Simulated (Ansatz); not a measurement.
Li (fcc, Cu type)

```yaml
crystal:
  lattice:
    - [0.00000, 2.11676, 2.11676]
    - [2.11676, 0.00000, 2.11676]
    - [2.11676, 2.11676, 0.00000]
  atoms:
    - { symbol: Li, position: [0.00000, 0.00000, 0.00000] }
```

The slice is a {100} plane (indices of the conventional cell) through the point (0.000, 0.000, 0.000) (fractional), spanned by u = [100] and v = [0 1 -1] in vectors of this cell: u (2.99 Å) and v (2.99 Å, at 90° to u). It covers one period; positions are fractions (u, v).

The numbers are results of LDA (plane waves to 420 eV, PAW, scalar-relativistic; Ansatz, a program for electronic structure), not measurements. k mesh 19×19×19. Near the nuclei the fields are pseudised (PAW); where an atom keeps semicore shells as valence, they peak there. Li was relaxed with its symmetry unable to fall. This is one of several known forms of Li; the measured ambient cells at hand have space group No. 229.

**Question.** The ELF has a maximum in the middle third of the Li–Li line. Where, and how high?

**Answer.** 0.54, 1.5 Å from Li.

**Question.** What is the valence density on the shortest Li–Li line in this plane (2.99 Å), at its midpoint?

**Answer.** 0.06 e/Å³.

**Question.** Sketch the valence electron density on this plane as a map.

**Answer.** 
```
|@@@%#*=:                 :=*#%@@|
|@@%%#+-.                 .-+#%%@|
|%%%#*=:.                 .:=*#%%|
|###*+-.                   .-+*##|
|**+=-:.                   .:-=+*|
|==-:..                     ..:-=|
|::..                         ..:|
|                                |
|                                |
|                                |
|                                |
|                                |
|                                |
|                                |
|                                |
|                                |
|                                |
|                                |
|                                |
|                                |
|                                |
|                                |
|                                |
|                                |
|::..                         ..:|
|==-:..                     ..:-=|
|**+=-:.                   .:-=+*|
|###*+-.                   .-+*##|
|%%%#*=:.                 .:=*#%%|
|@@%%#+-.                 .-+#%%@|
|@@@%#*=:                 :=*#%@@|
|@@@%#*=:                 :=*#%@@|
```
Scale: ten equal steps from -1.25 (start of ' ') to 0.97 (end of '@'), in the order ' .:-=+*#%@'. Values: log₁₀ of the valence density in e/Å³. The map has 32 points along u (one character each, u = 0 at the left) and 32 along v (v = 0 in the bottom row). The scale is logarithmic, as a density can span decades between atoms and voids.
